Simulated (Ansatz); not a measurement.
## TiSi₂, one structure, two calculations

Cell: a COD entry, its atoms then relaxed with PBE in this cell.

Space group Fddd:1 (No. 70); a = 4.7730, b = 8.2360, c = 8.5230 Å.

```
site  Wyckoff  site symmetry       x       y       z
  Ti       8b            222  0.7500  0.7500  0.7500
  Si      16f            .2.  0.2500  0.0869  0.2500
```

One atom of each set is listed; the run and its k-mesh use a cell of 6 atoms with edges of 5.93, 4.88, 4.76 Å.

First run. The numbers come from a DFT calculation in Ansatz (PBE, plane waves and PAW, scalar-relativistic, 420 eV cutoff, Γ-centred 13×13×13 k-points, Fermi–Dirac smearing 0.05 eV).

```
site  V_zz (10²¹ V/m²)     η
  Ti              1.43  0.16
  Si             -3.33  0.15
```

Second run. The same atoms and settings, except that the functional is LDA.

Q: Given the first result, estimate the second.

A: 

| site | V_zz | η | change of V_zz |
| --- | --- | --- | --- |
| Ti | 1.41 | 0.16 | -0.02 |
| Si | -3.40 | 0.16 | -0.07 |

The largest change of V_zz is on Si, from -3.33 to -3.40. In per cent, |V_zz| changes by +2 on Si (all sites that start above 2).

The run finds no gap above 0.1 eV (a metal, or nearly one), so the gradients can move by 10 % or more with the k-mesh.
For the second run: At this cell the principal stresses reach 5 GPa in size with LDA, which can matter for small gradients.
